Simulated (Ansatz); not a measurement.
LaBPd3 (cubic perovskite, Pm-3m) under volume change, DFT-r²SCAN in the program Ansatz with PAW potentials, scaled uniformly.

| V (Å³/atom) | E − E(relaxed) (meV/atom) | P (GPa) |
|---|---|---|
| 15.410 | 69.3 | 15.90 |
| 15.918 | 29.0 | 9.69 |
| 16.426 | 6.8 | 4.44 |
| 16.934 | 0.0 | 0.00 |
| 17.442 | 6.1 | -3.75 |
| 17.950 | 23.2 | -6.91 |
| 18.458 | 49.4 | -9.57 |

Task: What does a third-order Birch–Murnaghan fit give for V₀, B₀ and B′?

Result: V₀ = 16.93 Å³/atom, B₀ = 136 GPa, B′ = 4.6.

The workflow started from an entry of the Crystallography Open Database (COD). Whether it is the stable phase at ambient conditions was not checked. The r²SCAN relaxation kept the symmetry of its start; whether a distortion lowers the energy is not shown. The run is not spin-polarised. Spin–orbit coupling is left out wherever it is not named.

Potentials: the later of the program's two PAW sets.
